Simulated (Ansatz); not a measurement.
Ge (diamond, Fd-3m), DFT-r²SCAN+D4 in the program Ansatz with PAW potentials. The conduction-band minimum lies at Γ, with 1 equivalent valley. Second derivatives d²E/dk² of the lowest band at one valley (eV·Å²), along Cartesian directions:

| direction | d²E/dk² |
|---|---|
| [100] | 359.1 |
| [010] | 359.1 |
| [001] | 359.1 |
| [110] | 358.5 |
| [101] | 358.5 |
| [011] | 358.5 |

Question: Find the principal effective masses, the density-of-states mass and the conductivity mass.

Answer: Off-diagonal terms follow from H_xy = H[110] − (H_xx + H_yy)/2, and m*/mₑ = 7.620 eV·Å² over each eigenvalue: 0.021, 0.021, 0.021. One valley's DOS mass (m₁m₂m₃)^(1/3) = 0.021, conductivity mass 3/(Σ 1/mᵢ) = 0.021 mₑ.

Question: What effective density of states Nc follows at 300 K for parabolic valleys?

Answer: Nc = 2.509e19 × 1 × (0.021)^(3/2) ≈ 7.6e16 cm⁻³.

The cell was relaxed with r²SCAN+D4 under the symmetry of its start. The volume moved by -24 % from the start of the relaxation. Scalar-relativistic: spin–orbit coupling is off unless named, which matters more the heavier the elements.

Potentials: the earlier of the program's two PAW sets.

Edges and masses are those of Kohn–Sham bands, whose gap is no quasiparticle gap.
